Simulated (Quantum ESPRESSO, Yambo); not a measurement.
For KSO2F (space group P2_1/m, No. 11), Yambo gives the independent-particle static dielectric constant along x as 2.71 on LDA bands and 2.24 after a scissor of 3.55 eV widens every gap (4×4×2 mesh, 143 bands, 3 Ry local-field block, 0.2 eV broadening). Axes are Cartesian, with cell vectors (Å) (4.71, 0.00, 0.00), (0.00, 5.82, 0.00), (-2.25, 0.00, 6.79).

Question: A scissor keeps the position matrix elements. In a one-oscillator model, how does ε − 1 scale, and what mean transition energy do the two values imply?

Answer: Each transition adds |r|²/E to ε − 1, so ε − 1 ∝ 1/(E0 + Δ). Then (2.24 − 1)/(2.71 − 1) = E0/(E0 + Δ) = 0.725, and E0 = Δ(ε' − 1)/(ε − ε') = 9.4 eV. The computed Im ε, weighted by 1/E up to 20 eV, has its mean at 9.4 eV; the smallest direct LDA gap is 3.93 eV. The scissor comes from a G0W0 run whose convergence isn't established. Convergence of the RPA response with its 4×4×2 mesh was not tested.

Bands from Quantum ESPRESSO.

Geometry of the Materials Project entry, not relaxed at this level; primitive cell a = 4.7090 Å, b = 5.8160 Å, c = 7.1513 Å, α = 90.00°, β = 108.35°, γ = 90.00°.
